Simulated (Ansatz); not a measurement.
HfSi$_{2}$:
```xyz
6
Lattice="1.8255 -7.1722 0.0000 1.8255 7.1722 0.0000 0.0000 0.0000 3.6359" Properties=species:S:1:pos:R:3 pbc="T T T"
Si     1.8255    -6.3794     2.7269
Si     1.8255     6.3794     0.9090
Si     1.8255     3.5882     2.7269
Si     1.8255    -3.5882     0.9090
Hf     1.8255    -1.5021     2.7269
Hf     1.8255     1.5021     0.9090
```

Relaxed with PBEsol. Special points in fractions of this cell's reciprocal vectors: Γ (0.000, 0.000, 0.000); Y (-0.500, 0.500, 0.000); C0 (-0.266, 0.734, 0.000); Σ0 (0.266, 0.266, 0.000); Z (0.000, 0.000, 0.500); A0 (0.266, 0.266, 0.500); E0 (-0.266, 0.734, 0.500); T (-0.500, 0.500, 0.500); S (0.000, 0.500, 0.000); R (0.000, 0.500, 0.500).

**Question.** List the band energies nearest the Fermi level at these points for the program Ansatz at the PBEsol level (PAW).

**Answer.** In eV from the Fermi level; about four levels below and three above (degenerate sets whole), none deeper than 8.9 eV; points with the same levels are listed once.

```
k                     below                above
--  -----------------------  -------------------
Γ   -2.68 -2.59 -2.56 -2.54       0.02 1.14 1.25
Y   -2.91 -2.90 -2.11 -1.63       0.45 1.13 1.31
C0  -1.63 -1.02 -0.73 -0.16       0.91 1.15 1.59
Z   -2.06 -2.06 -0.08 -0.08  0.23 0.23 1.68 1.68
A0  -3.49 -3.49 -2.52 -2.52  1.62 1.62 3.10 3.10
T   -2.41 -2.41 -1.01 -1.01  0.08 0.08 2.48 2.48
S   -1.72 -0.92 -0.56 -0.51       0.88 0.91 2.12
R   -3.50 -3.50 -2.52 -2.52  2.00 2.00 2.78 2.78
```

Space group Cmcm. Symmetry was held in the PBEsol relaxation. The run is not spin-polarised. Spin–orbit coupling is left out wherever it is not named.

Potentials: the later of the program's two PAW sets.
